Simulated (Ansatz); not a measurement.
Sn₂Au (cubic Laves (MgCu2 type), Fd-3m) at seven volumes, DFT-PBEsol in the program Ansatz with PAW potentials, scaled uniformly. One row is withheld.

```csv
V (Å³/atom),P (GPa)
22.823,7.16
23.575,?
24.327,1.96
25.080,0.00
25.832,-1.63
26.585,-3.00
27.337,-4.13
```

**Question.** Fit the shown pressures and predict the withheld one.

**Answer.** Third-order Birch–Murnaghan: P = (3/2)B₀(x^(7/2) − x^(5/2))[1 + (3/4)(B′ − 4)(x − 1)] with x = (V₀/V)^(2/3). Least squares on the six rows gives V₀ = 25.080 Å³/atom, B₀ = 59.67 GPa, B′ = 5.10. At V = 23.575, x = 1.0421 and P = 4.32 GPa. The run itself gave 4.32 GPa.

The cell is a constructed one: a structure type filled with these elements; neither database checked (COD, Materials Project) lists it. COD files the formula under space group No. 61. Whether it is the stable phase at ambient conditions was not checked. Symmetry was held in the PBEsol relaxation. At this level the phase is dynamically unstable (imaginary phonons). Scalar-relativistic: spin–orbit coupling is off unless named, which matters more the heavier the elements.

Potentials: the earlier of the program's two PAW sets. The files were generated under PBE; for other functionals the program regenerates the frozen cores, and for LDA and PBEsol the local potential too.
